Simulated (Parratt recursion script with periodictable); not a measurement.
# Thickness fringes of films on Si (Neutron reflectivity)

Simulated, not measured: specular neutron reflectivity, Parratt recursion, Névot-Croce roughness, natural isotopes, no magnetic scattering (Parratt recursion script with periodictable 1.7.1).

Neutron wavelength 4.75 Å. Q is scanned from 0.004 to 0.2 Å⁻¹ in 600 evenly spaced points, and the curve is smoothed with a Gaussian of 0.001 Å⁻¹ full width. A minimum is a scan point below both neighbours, placed by a parabola through ln R at the three points.

Each run is one film on Si (density 2.313 g/cm³, ρ = 2.059 × 10⁻⁶ Å⁻², rms roughness 3.2 Å) under vacuum. The film surface has an rms roughness of 3.6 Å in all runs. ρ and ρ″ are the real and imaginary parts of the scattering length density. The table lists all minima between 0.03 and 0.09 Å⁻¹.

| run | film | thickness d (Å) | density (g/cm³) | ρ (10⁻⁶ Å⁻²) | ρ″ (10⁻⁶ Å⁻²) | minima at Q (Å⁻¹) |
|---|---|---|---|---|---|---|
| A | BaTiO3 | 300 | 5.572 | 2.751 | 2.877 × 10⁻⁴ | 0.0447, 0.0647, 0.0852 |
| B | BaTiO3 | 375 | 5.572 | 2.751 | 2.877 × 10⁻⁴ | 0.0364, 0.0523, 0.0685, 0.0850 |
| C | BaTiO3 | 600 | 5.572 | 2.751 | 2.877 × 10⁻⁴ | ? |

Densities are inputs, not measurements. They were set from computed cells of the Materials Project: BaTiO3 from entry mp-5986 (P4mm, 5.927 g/cm³, taken at 94 %); Si from entry mp-149 (Fd-3m, 2.313 g/cm³). A layer's crystal structure does not enter its constants, only its composition and density.

### Question
How many minima does run C have between 0.03 and 0.09 Å⁻¹, and where?

### Answer
Inside a film the fringe order is m = (d/2π)(Q² − 16πρ)^½, with the film's own ρ. Where the film's ρ lies above the substrate's, its two faces reflect with opposite signs, and minima are expected at whole m.

- Run A, ρ above the substrate's: the minima give m = 2.06, 3.04, 4.03.
- Run B, ρ above the substrate's: the minima give m = 2.06, 3.04, 4.03, 5.02.

In run C the film's ρ lies above the substrate's, so take whole m. The window runs from m = 2.64 to 8.52 and holds m = 3, 4, 5, 6, 7, 8. Then Q² = 16πρ + (2πm/d)² gives Q = 0.0335, 0.0435, 0.0537, 0.0639, 0.0742, 0.0846 Å⁻¹.

The run has 6 minima, at 0.0339, 0.0438, 0.0539, 0.0641, 0.0744, 0.0848 Å⁻¹. The largest distance from one of them to an estimated minimum is 0.0004 Å⁻¹, against a mean spacing of 0.0102 Å⁻¹.
